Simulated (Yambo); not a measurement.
Quantum ESPRESSO input (PBEsol, PseudoDojo standard norm-conserving files, scalar-relativistic) whose wavefunctions are converted with p2y:

```
&CONTROL
  calculation = 'nscf'
  pseudo_dir = './pseudo'
  outdir = './out'
/
&SYSTEM
  ibrav = 0
  nat = 12
  ntyp = 3
  ecutwfc = 76.0
  ecutrho = 304.0
  occupations = 'fixed'
  force_symmorphic = .true.
  nbnd = 180
/
&ELECTRONS
  conv_thr = 1.2000000000000002e-08
  diago_full_acc = .true.
  diago_thr_init = 1e-08
/
ATOMIC_SPECIES
H 1.0080 H.upf
Li 6.9400 Li.upf
B 10.8100 B.upf
CELL_PARAMETERS angstrom
  4.179999919000   0.000000000000   0.000000000000
 -2.089999959000   3.619986117000   0.000000000000
  0.000000000000   0.000000000000   6.709920000000
ATOMIC_POSITIONS crystal
H   0.333333333000   0.666666667000   0.376310000000
H   0.666666667000   0.333333333000   0.876310000000
H   0.174674500000   0.349349000000   0.618330000000
H   0.825325500000   0.174674500000   0.118330000000
H   0.650651000000   0.825325500000   0.618330000000
H   0.825325500000   0.650651000000   0.118330000000
H   0.174674500000   0.825325500000   0.618330000000
H   0.349349000000   0.174674500000   0.118330000000
Li   0.333333333000   0.666666667000   0.005880000000
Li   0.666666667000   0.333333333000   0.505880000000
B   0.333333333000   0.666666667000   0.557790000000
B   0.666666667000   0.333333333000   0.057790000000
K_POINTS automatic
3 3 1 0 0 0
```

Yambo's initialisation report on symmetry, reciprocal space, the k grid and the gaps on this mesh:

```
  [02.02] Symmetries
  ==================

  Inversion symmetry    : yes
  Spatial inversion     : no
  Inversion index       :   7
  K-space Time-reversal : yes
  Magnetic symmetries   : no
  Time-reversal derived K-space symmetries:   7  12
  Group table correct   : yes
  Symmetries units      :  [cc]

  [02.03] Reciprocal space
  ========================

  nG shells         :  2765
  nG charge         :   61235
  nG WFs            :   9033
  nC WFs            :   7683
  G-vecs. in first 80 shells:  [ Number ]
     1    3    9   11   23   35   37   43   55
    67   73   85   97   99  111  123  135  147
   159  161  185  197  221  233  245  251  263
    287   299   311   313   325   337   349   373   379
    391   403   415   439   451   463   487   489   513
    525   537   549   573   579   591   603   615   627
    639   663   687   699   711   713   725   737   761
    773   785   809   833   845   857   881   905   929
    941   965   977   989  1001  1013  1037  1039
  ...
  Shell energy in first 80 shells:  [ mHa ]
    0.00000      122.771      421.811      491.086      544.583      912.897      1104.94      1265.43      1388.21
    1526.75      1687.25      1756.52      1810.02      1964.34      2178.33      2370.38      2386.15      2792.19
    2952.68      3069.29      3075.45      3229.78      3443.76      3491.10      3651.59      3796.30      3919.07
    4057.62      4287.39      4334.72      4419.77      4756.53      4841.58      4901.24      4917.02      5061.74
    5184.51      5483.55      5552.82      5606.32      5685.21      5760.64      5974.63      6015.80      6021.96
    6107.02      6166.68      6437.61      6588.49      6748.98      6865.59      6871.75      7026.08      7240.07
    7281.23      7372.45      7447.89      7703.05      7853.92      7857.37      8014.41      8131.02      8137.19
    8216.07      8279.18      8505.50      8552.83      8713.32      8858.04      8968.48      8980.81      9119.36
    9122.81      9349.12      9481.51      9544.62      9812.10      9818.27      9903.32      9944.49
  ...

  [02.04] K-grid lattice
  ======================

  Compatible Grid is   : 2D
  Base K vectors       :  K_min[ 1 ]  K_min[ 2 ]  K_min[ 3 ]
  K_min[ 1 ] : -0.27204E-16 -0.33333       0.0000     [rlu]
  K_min[ 2 ] : -0.333333  0.333333  0.000000 [rlu]
  Grid dimensions      :  3  3
  K lattice UC volume  :  0.040225 [a.u.]

  IBZ K-points                                      :  3
  BZ  K-points                                      :   9

  K/Q-points units:
  rlu = crystal or reduced units; cc = cartesian coordinates; iku = interal k-units

  K [1]          [rlu]:  0.000000  0.000000  0.000000
         WF components:   7559
  K [2]          [rlu]:  0.000000  0.333333  0.000000
         WF components:   7683
  K [3]          [rlu]:  0.333333  0.333333  0.000000
         WF components:   7671

  [02.05] Energies & Occupations
  ==============================

  [X] === General ===
  [X] Electronic Temperature                        :  0.000000  0.000000 [eV K]
  [X] Bosonic    Temperature                        :  0.000000  0.000000 [eV K]
  [X] Finite Temperature mode                       : no
  [X] El. density                                   :  0.19698E+24 [cm-3]
  [X] Fermi Level                                   : -2.071266 [eV]

  [X] === Gaps and Widths ===
  [X] Conduction Band Min                           :  6.606134 [eV]
  [X] Valence Band Max                              :  0.000000 [eV]
  [X] Filled Bands                                  :  10
  [X] Empty Bands                                   :   11  180
  [X] Direct Gap                                    :  6.986768 [eV]
  [X] Direct Gap localized at k                     :  1
  [X] Indirect Gap                                  :  6.606134 [eV]
  [X] Indirect Gap between kpts                     :  1  3
  [X] Last valence band width                       :  0.559884 [eV]
  [X] 1st conduction band width                     :  0.380634 [eV]
```
The gaps are PBEsol values on this mesh alone; only operations without fractional translations are kept.

Geometry of the Materials Project entry, not relaxed at this level.
